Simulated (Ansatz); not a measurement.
## LaSi2C2 in Ansatz, settings compared

The input file (Ansatz 0.2.0, plane waves):

```yaml
crystal:
  lattice:
    - [4.152466, 0.0, 0.0]
    - [0.0, 4.152466, 0.0]
    - [0.0, 0.0, 8.609266]
  atoms:
    - { symbol: C, position: [0.173, 0.5, 0.25] }
    - { symbol: C, position: [0.5, 0.827, 0.75] }
    - { symbol: C, position: [0.827, 0.5, 0.25] }
    - { symbol: C, position: [0.5, 0.173, 0.75] }
    - { symbol: La, position: [0.0, 0.0, 0.0] }
    - { symbol: La, position: [0.0, 0.0, 0.5] }
    - { symbol: Si, position: [0.5, 0.226, 0.25] }
    - { symbol: Si, position: [0.226, 0.5, 0.75] }
    - { symbol: Si, position: [0.5, 0.774, 0.25] }
    - { symbol: Si, position: [0.774, 0.5, 0.75] }
  symmetry: { tolerance: 0.0003 }
kpoints:
  mp_grid: { grid: [4, 4, 2], shift: [0, 0, 0] }
magnetization:
  spin_polarized: false
scf:
  occupations: { method: fermi_dirac }
hamiltonian:
  pseudopotentials: { kind: paw }
  xc: pbe
basis:
  ecutwfc: 420
output:
  forces: true
  stress: true
  eigenvalues: true
```

Launch command:

```bash
ansatz run input.yaml --threads 1 --pin off --max-ram 2560MiB --backend cpu --events-out ev --progress --plain --runs-dir out
```

Origin of the cell: a known structure type with other elements, at an estimated volume, so it need not be a known compound.

The smearing width isn't typed, so it takes its default of 0.1 eV.

Output of this run (shortened):

```
Pseudopotentials: kind: paw
Pseudopotential: C, paw, valence charge 4, recommended cutoff 420 eV (normal), C.paw.azcp
Pseudopotential: La, paw, valence charge 11, recommended cutoff 420 eV (normal), La.paw.azcp
Pseudopotential: Si, paw, valence charge 4, recommended cutoff 420 eV (normal), Si.paw.azcp
Functional definition: PBE
  exchange = pbe_x(kappa = kappa, mu = beta*pi^2/3)
  correlation = pbe_c(beta = beta)
Crystal: 10 atoms, lattice volume = 148.449 Å³
Basis set: ecut = 420 eV, 2845 PW (Γ), exchange–correlation on 60×60×120 points (8 copies of the dense FFT grid, shifted against one another)
Bands: 37, of which v1, the nominal top of the filled ones, is band 27 counted from 1 (26 counted from 0)
Symmetry: 16 space group operations
Space group: P42/mmc (ITA 131), of the structure as read, at distance tolerance 1.6e-3 Å
[… 7 lines left out …]
Initial density: superposition of atomic densities (neutral atoms: chi_scale 0, normalization atom), corrected by the library's trained network
Functional: x = pbe(κ = 0.804, μ = 0.219515), c = pbe(β = 0.066725)
SCF iter   1: F=—  HF=-16041.903838 eV  Δρ=9.68e-3  dr2=1.92e-1
SCF iter   2: F=—  HF=-16041.868613 eV  Δρ=5.36e-3  dr2=5.89e-2
SCF iter   3: F=—  HF=-16041.853937 eV  Δρ=1.38e-3  dr2=5.69e-3
SCF iter   4: F=—  HF=-16041.852780 eV  Δρ=4.11e-4  dr2=2.49e-4
SCF iter   5: F=—  HF=-16041.852816 eV  Δρ=1.52e-4  dr2=6.67e-5
SCF iter   6: F=—  HF=-16041.852798 eV  Δρ=4.38e-5  dr2=4.10e-6
SCF iter   7: F=—  HF=-16041.852798 eV  Δρ=9.19e-6  dr2=1.19e-7
SCF iter   8: F=-16041.852798 eV  HF=-16041.852798 eV  Δρ=3.10e-6  dr2=2.12e-8
SCF 1 converged in 8 iterations: F = -16041.852798 eV  dr2 = 2.12e-8
SCF converged after 8 iterations
Free energy (F): -16041.852798 eV
Harris-Foulkes:  -16041.852798 eV  (|F-HF|=9.51e-9)
Internal energy: -16041.756689 eV  (E = F + TS)
E sigma→0 (E₀):  -16041.804744 eV
Entropy (-TS):   -0.096108 eV (-9.611 meV/atom)
Fermi energy:    11.943119 eV
--- Per-component energies (eV) ---
  E_band       = 41.561593
  E_kinetic    = 945.654602
  E_local      = -1187.089943  (includes V_loc(G=0)·N_el)
  E_nonlocal   = 414.646542
  E_hartree    = 388.096229
  E_xc         = -706.127891
  E_vxc        = -739.421413  (∫ρ·V_xc dr)
  E_paw        = -13286.037888  (= ΣΔE_a)
  E_vpaw       = -168.419580  (= ΣTr[D̂ρ^β])
  E_aug_tail   = 0.000056  (compensation charges beyond the density's cutoff)
  E_ewald      = -2610.898397
  E_smearing   = -0.096108  (= −TS)
  Σ components = -16041.852798   (vs F -16041.852798, Δ=0.00e0)
--- Forces (eV/Å), atoms counted from 1 ---
  atom   1  C     -1.986571     0.000000     0.000000
  atom   2  C      0.000000     1.986571     0.000000
  atom   3  C      1.986571     0.000000     0.000000
[… 2 lines left out …]
  atom   6  La     0.000000     0.000000    -0.000000
  atom   7  Si     0.000000     4.306223     0.000000
  atom   8  Si     4.306223     0.000000     0.000000
  atom   9  Si     0.000000    -4.306223     0.000000
  atom  10  Si    -4.306223     0.000000     0.000000
  max |Σ_I F_I| component: 2.66e-15 eV/Å
--- Stress (GPa, compression-positive) ---
       37.062690       0.000000       0.000000
        0.000000      37.062690       0.000000
        0.000000       0.000000      -3.215056
  P = ⅓ Tr σ = 23.6368 GPa (236.368 kbar)
```

The same input was run again with these changes:

1. `accuracy` default → medium; `scf.mixing.preconditioner` default → kerker
2. `hamiltonian.hubbard` default → { sites: [{ species: La, l: f, u_eff: 8.0 }], double_counting: amf }
3. `basis.ecutwfc` 420 → "40.4 Ry"; `scf.occupations.width` default → 0.005
4. `hamiltonian.xc` pbe → r2scan; `basis.xc_grid` default → 1

| run | end | SCF iterations | P (GPa) | max force component (eV/Å) | moment (μB) | ΔE(σ→0) (meV/atom) |
| --- | --- | --- | --- | --- | --- | --- |
| base | converged | 8 | 23.64 | 4.306 | – | 0 |
| 1 | converged | 8 | 23.64 | 4.306 | – | 0.00 |
| 2 | converged | 9 | 23.63 | 4.301 | – | – |
| 3 | converged | 7 | 23.58 | 4.251 | – | -0.90 |
| 4 | converged | 8 | 22.71 | 4.384 | – | – |

Energies are compared only where functional, datasets, charge and starting cell are the same.

Caveats of the base run: no spin-orbit coupling, though heavy elements are present; the k mesh is coarse if the cell is a metal.

Run 4: the cutoff lies below the datasets' advice.

The base run took 6.4 s on 1 thread of Arm Neoverse V1, on a shared host, peak memory 0.41 GiB, from the program's own first density.
